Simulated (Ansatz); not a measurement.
This cell of Mo (bcc, W type) is off equilibrium:

```
Mo
1.0
   -3.15061     3.15061     3.15061
    1.57530    -1.57530     1.57530
    1.57530     1.57530    -1.57530
Mo
2
Direct
  0.00000   0.02693   0.97307
  0.50000   0.97307   0.02693
```

Computed with r2SCAN (plane waves to 500 eV, PAW, scalar-relativistic; Ansatz, a quantum-chemistry and plane-wave program). k mesh 21×21×21 (Γ-centred), Fermi-Dirac smearing 0.05 eV. Stress and pressure are positive under compression. With partly filled bands, energies and forces of such displacements shift with the k mesh and the smearing. Mo is run without spin polarisation. Mo was relaxed with its symmetry unable to fall.

**Question.** Predict the force on every atom, in eV/Å.

**Answer.** 
```
atom     Fx      Fy      Fz
----  -----  ------  ------
Mo1   0.000   1.077  -1.077
Mo2   0.000  -1.077   1.077
```

**Question.** What is the stress tensor (GPa)?

**Answer.** 
```
    0.3      0.0      0.0
    0.0      1.5      4.2
    0.0      4.2      1.5
```
The pressure, a third of the trace, is 1.1 GPa.

(For displaced atoms, the force is minus the slope of the energy, and its curvature is a force constant, which sets phonon frequencies.)
